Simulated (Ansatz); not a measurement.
## C, first-principles data

C:
```
C
1.0
    2.30550     4.57124     0.00000
   -2.30550     4.57124     0.00000
   -1.55343     0.00000     3.24502
C
8
Direct
  0.78487   0.82390   0.44851
  0.21513   0.17610   0.55149
  0.82390   0.78487   0.05149
  0.17610   0.21513   0.94851
  0.09343   0.56929   0.87868
  0.90657   0.43071   0.12132
  0.56929   0.09343   0.62132
  0.43071   0.90657   0.37868
```

Space group C2/c (No. 15); conventional cell a = 4.6110 Å, b = 9.1425 Å, c = 3.5977 Å, α = γ = 90.00°, β = 115.58°.

Method: PBEsol (plane waves, PAW; program Ansatz). The cell and atoms are relaxed at this level. Other levels are named where they apply.

### Cell and energy

```yaml
volume_per_atom: 8.55 Å³
density: 2.33 g/cm³
```

### Electronic structure

```yaml
band_gap: 0.17 eV (indirect)
valence_band_maximum: at Γ
conduction_band_minimum: off the standard path, at k = (0.203, -0.497, -0.422) in fractions of the reciprocal vectors
smallest_direct_gap_on_the_standard_path: 1.03 eV
electron_effective_mass: 0.38, 0.42, 2.3 mₑ (principal values)
hole_effective_mass: 0.53, 1.2, 2.9 mₑ (principal values)
HSE06 gap on the PBEsol cell: 0.94 eV
```

### Mechanics

```yaml
Elastic constants (relaxed ions, GPa): C11 = 351, C22 = 12.0, C33 = 624, C12 = 3.2, C13 = 80.3, C23 = 2.3, C44 = 2.1, C55 = 281, C66 = -1.8, C15 = -114, C25 = -0.2, C35 = -83.0, C46 = -2.1
mechanical_stability: unstable (C has a negative eigenvalue)
```

### Dielectric response

```yaml
Electronic dielectric constant ε∞ (DFPT): 8.02 (xx), 6.02 (yy), 8.51 (zz)
```

### Phonons

```yaml
highest_zone_centre_frequency: 163.1 meV
zone_centre_stability: no imaginary mode at Γ
dynamical_stability_on_the_path: unstable, down to 30i cm⁻¹
```

The start of the workflow was typed in or built on a structure type; neither database checked (COD, Materials Project) lists it. It is not the phase usual at ambient conditions (space group No. 194, 227). The PBEsol relaxation kept the symmetry of its start. The volume moved by 100 % from the start of the relaxation.

Potentials: the later of the program's two PAW sets.
